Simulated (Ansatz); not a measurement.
Sb (A7 (α-As type)), relaxed and computed with several functionals in Ansatz (plane waves, PAW).

| functional | a (Å) | c (Å) | V (Å³/atom) |
|---|---|---|---|
| PBE | 4.375 | 11.537 | 31.87 |
| PBEsol | 4.322 | 11.066 | 29.83 |
| LDA | 4.294 | 10.968 | 29.19 |
| PBE+D3(BJ) | 4.323 | 11.045 | 29.79 |
| r²SCAN | 4.342 | 11.608 | 31.58 |
| r²SCAN+D4 | 4.328 | 11.398 | 30.82 |

All cells were relaxed under the symmetry of their starts (and spin orders); stability against distortions was not tested throughout. Scalar-relativistic: spin–orbit coupling is off unless named, which matters more the heavier the elements.

Potentials: the later of the program's two PAW sets.

Ansatz (an electronic-structure program) is a plane-wave DFT program.
